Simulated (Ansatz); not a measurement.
CaF₂:
```xyz
6
Lattice="3.4733 0.0000 0.0000 0.0000 4.1272 0.0000 0.0000 0.0000 5.8966" Properties=species:S:1:pos:R:3 pbc="T T T"
Ca     0.0000     0.5959     4.1411
Ca     0.0000     3.5313     1.1928
F      1.7366     0.3706     5.7772
F      1.7366     3.7566     2.8289
F      0.0000     2.6121     5.0177
F      0.0000     1.5150     2.0694
```

Relaxed with r²SCAN.

Q: Give the Bader charges and basin volumes of the independent atoms, DFT-r²SCAN in the program Ansatz with PAW potentials.

A: 

```
atom  Bader charge (e)  Bader volume (Å³)
----  ----------------  -----------------
Ca1              +1.67               11.8
F3               -0.84               15.0
F5               -0.83               15.5
```

Space group Pmc2_1. The first step of the workflow began from a Materials Project structure, measured or hypothetical; the Crystallography Open Database copy checked does not list it. It is not the phase usual at ambient conditions (space group No. 225). The cell was relaxed with r²SCAN under the symmetry of its start; whether a distortion lowers the energy is not shown.

Potentials: the earlier of the program's two PAW sets.
